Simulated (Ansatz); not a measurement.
Zn$_{5}$Se$_{3}$S$_{2}$ (I-4m2) at 3 levels of theory

One geometry, relaxed with PBE; plane waves with PAW potentials in Ansatz, scalar-relativistic. No spin polarisation. Gaps are the least over mesh and band path; pressure is positive in compression.

```
Zn Se S
1.0
    -1.98548    1.98548   14.03701
     1.98548   -1.98548   14.03701
     1.98548    1.98548  -14.03701
Zn Se S
5 3 2
Direct
  0.25000 0.75000 0.50000
  0.85422 0.35422 0.50000
  0.44797 0.94797 0.50000
  0.05203 0.55203 0.50000
  0.64578 0.14578 0.50000
  0.19790 0.19790 0.00000
  0.80210 0.80210 0.00000
  0.00000 0.00000 0.00000
  0.59891 0.59891 0.00000
  0.40109 0.40109 0.00000
```

```tsv
level	cutoff (eV)	k mesh	gap (eV)	pressure (GPa)
PBE	420	10×10×10	1.41	0.0
r2SCAN	500	10×10×10	1.96	-2.1
LDA	420	10×10×10	1.16	-5.4
```

The structure comes from a generated guess; another structure or a mixture of phases may lie lower.
